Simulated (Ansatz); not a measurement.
Notes on YbGe₂Rh₂

```
CELL_PARAMETERS angstrom
0.00000 4.02800 0.00000
4.02800 0.00000 0.00000
2.01400 2.01400 -4.99038
ATOMIC_POSITIONS crystal
Ge 0.37500 0.37500 0.25000
Ge 0.62500 0.62500 0.75000
Yb 0.00000 0.00000 0.00000
Rh 0.75000 0.25000 0.50000
Rh 0.25000 0.75000 0.50000
```

The numbers come from plane-wave PAW DFT (Ansatz): r2SCAN, no spin polarisation, 500 eV, 6×6×6 Γ-centred k points, fermi-dirac occupations (width 0.1 eV). Nothing was relaxed.

What do density and ELF say about some of the short contacts?

Ge–Rh at 2.37 Å: least valence density 0.56 e/Å³ and ELF 0.39 there. Ge–Ge at 2.50 Å: least valence density 0.44 e/Å³ and ELF 0.66 there. Yb–Ge at 3.11 Å: least valence density 0.14 e/Å³ and ELF 0.11 there. Both are smooth PAW fields, read partly inside the augmentation spheres.

Where is the largest force?

The largest is on Ge1 (and as large on other atoms): 1.03 eV/Å, components (0.00, 0.00, 1.03). It makes 122° with the line to a nearest neighbour, Rh4 at 2.37 Å.

What happens at the Fermi level?

It is a metal, with about 2.7 states/eV a cell as the mean within 0.25 eV of the Fermi level, mostly Yb f (37 %), Rh d (26 %) and Ge p (16 %).

What does the stress say?

The pressure is 13.9 GPa (compression positive), so with the atoms held at these fractions the cell would first expand; the forces are large, so a full relaxation may end otherwise.

What is the formation energy?

-0.85 eV an atom against the elements' usual phases (free molecules for gases, crystals otherwise, with no correction for O₂ or N₂), so it is bound against them; other compounds may still compete. Relaxing would lower it.

How is the charge shared?

Bader charges in e: Yb +1.48, Ge -0.03, Rh -0.71. In the mean Yb gives up most and Rh takes most.

Origin: a database entry at a rescaled volume. Caveats: no spin polarisation, so a magnetic state may lie lower; atoms or cell far from equilibrium; f levels without a U or exact exchange are poorly placed.
